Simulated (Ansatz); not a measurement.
**TiTe2 (CdI2 type): scan of one atom of the cell**

Relaxed TiTe2 (CdI2 type):

```
TiTe2
1.0
    3.69732     0.00000     0.00000
   -1.84866     3.20197     0.00000
    0.00000     0.00000     6.38398
Ti Te
1 2
Direct
  0.00000   0.00000   0.00000
  0.33333   0.66667   0.27110
  0.66667   0.33333   0.72890
```

In this cell atom 1 (Ti, nearest neighbour Te at 2.748 Å; its periodic images, 3.7 Å or more away, move with it) is moved by s along Cartesian [111], unit vector (0.577, 0.577, 0.577); all other atoms and the cell stay fixed.

Computed with PBE-D3(BJ) (plane waves to 420 eV, PAW, scalar-relativistic; Ansatz, an electronic-structure program). k mesh 12×12×6 (Γ-centred), Fermi-Dirac smearing 0.05 eV. The energy includes the smearing's −TS. Compression counts positive. With partly filled bands, energies and forces of such displacements shift with the k mesh and the smearing. F∥ is the force on the atom along that direction. F⊥ is the part of the force across the line. Spin-orbit coupling is left out, though Te is heavy. TiTe2 is run without spin polarisation. TiTe2 was relaxed with its symmetry unable to fall. The zero of ΔE is the undisplaced structure.

```json
[
 {"s (Å)": "-0.270", "ΔE (meV/cell)": "275", "P (GPa)": "2.0", "|F⊥| (eV/Å)": "1.005", "F∥ (eV/Å)": "2.097"},
 {"s (Å)": "-0.216", "ΔE (meV/cell)": "174", "P (GPa)": "1.3", "|F⊥| (eV/Å)": "0.762", "F∥ (eV/Å)": "1.644"},
 {"s (Å)": "-0.162", "ΔE (meV/cell)": "97", "P (GPa)": "0.7", "|F⊥| (eV/Å)": "0.554", "F∥ (eV/Å)": "1.216"},
 {"s (Å)": "-0.108", "ΔE (meV/cell)": "43", "P (GPa)": "0.3", "|F⊥| (eV/Å)": "0.364", "F∥ (eV/Å)": "0.800"},
 {"s (Å)": "-0.054", "ΔE (meV/cell)": "11", "P (GPa)": "0.1", "|F⊥| (eV/Å)": "0.181", "F∥ (eV/Å)": "0.396"},
 {"s (Å)": "0.000", "ΔE (meV/cell)": "0", "P (GPa)": "0.0", "|F⊥| (eV/Å)": "0.000", "F∥ (eV/Å)": "0.000"},
 {"s (Å)": "0.054", "ΔE (meV/cell)": "11", "P (GPa)": "0.1", "|F⊥| (eV/Å)": "0.181", "F∥ (eV/Å)": "-0.396"},
 {"s (Å)": "0.108", "ΔE (meV/cell)": "43", "P (GPa)": "0.3", "|F⊥| (eV/Å)": "0.364", "F∥ (eV/Å)": "-0.800"},
 {"s (Å)": "0.162", "ΔE (meV/cell)": "97", "P (GPa)": "0.7", "|F⊥| (eV/Å)": "0.554", "F∥ (eV/Å)": "-1.216"},
 {"s (Å)": "0.216", "ΔE (meV/cell)": "174", "P (GPa)": "1.3", "|F⊥| (eV/Å)": "0.762", "F∥ (eV/Å)": "-1.644"},
 {"s (Å)": "0.270", "ΔE (meV/cell)": "275", "P (GPa)": "2.0", "|F⊥| (eV/Å)": "1.005", "F∥ (eV/Å)": "-2.097"}
]
```

Summary:

```
Item                                                                                                                                             Result
--------------------------------------------------------  ---------------------------------------------------------------------------------------------
Energy at s = 0.270 Å                                                                                                                      275 meV/cell
Force along the line at s = -0.270 Å                                                                                                          2.10 eV/Å
Symmetry of the curve                                                                                                     even: the same for both signs
Shape of the curve                                                                       a single well with its minimum at or next to zero displacement
Force constant k = d²E/ds² at s = 0 (finite differences)                                                                                     7.30 eV/Å²
Harmonic estimate at the end of the scan                  ½ks² = 266 meV/cell against the computed 275 meV/cell, so the well is close to harmonic there
```

(A displaced cell: forces are minus the slopes of the energy, force constants its curvatures, and phonons follow from these.)
